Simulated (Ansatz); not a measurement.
Trial structure of RbGe5, not yet relaxed:

```yaml
crystal:
  lattice:
    - [4.21189, 0.00000, 0.00000]
    - [-2.10594, 3.64760, 0.00000]
    - [0.00000, 0.00000, 9.53382]
  atoms:
    - { symbol: Rb, position: [0.00000, 0.00000, 0.00000] }
    - { symbol: Ge, position: [0.33333, 0.66667, 0.37935] }
    - { symbol: Ge, position: [0.33333, 0.66667, 0.62065] }
    - { symbol: Ge, position: [0.66667, 0.33333, 0.62065] }
    - { symbol: Ge, position: [0.66667, 0.33333, 0.37935] }
    - { symbol: Ge, position: [0.00000, 0.00000, 0.50000] }
```

Computed with DFT PBE, scalar-relativistic, plane waves, PAW in Ansatz 0.2.0. Settings: cutoff 420 eV, Γ-centred mesh 6×6×2 on the computed 6-atom cell, Gaussian smearing of 0.10 eV; no spin polarisation.

The zero of energy is the elements' standard structures at the same level; no fitted shifts are applied.

Question: What does a single point on this coarse mesh give?

Answer: The pressure is 21.6 GPa (the mean over three directions, positive in compression), the largest force is 3.70 eV/Å, and the energy is +0.76 eV/atom against the elements. The shortest distance is 2.30 Å.

Question: How much does it gain on relaxing, and where does it end?

Answer: Relaxing gains about 0.68 eV/atom (the start's value is from the coarse mesh, so the gain is rough) in 16 ionic steps and ends at +0.08 eV/atom on the finer mesh. The symmetry stays P6/mmm (No. 191). The volume per atom grows by 3.8 %, from 24.4 to 25.3 Å³. The shortest distance goes from 2.30 Å (Ge–Ge) to 2.58 Å (Ge–Ge). The ratio c/a of the conventional cell changes by a factor of 0.70. Conventional cell: a = 4.796 Å, c = 7.632 Å. Rb is surrounded by 14 Ge at 3.75–3.82 Å; Ge on a site of symmetry 3m is surrounded by 1 Ge at 2.58 Å, 3 Ge at 2.77 Å, 3 Ge at 3.06 Å and 3 Rb at 3.75 Å; Ge on a site of symmetry 6/mmm has 12 Ge at 3.06 Å and 2 Rb at 3.82 Å.

The last run used a 12×12×6 mesh (in the run's order of axes) for its 6-atom cell and Gaussian smearing of 0.10 eV. The relaxation can't lower the symmetry of the start. Symmetry constrained the relaxation, so the result can be a saddle point.
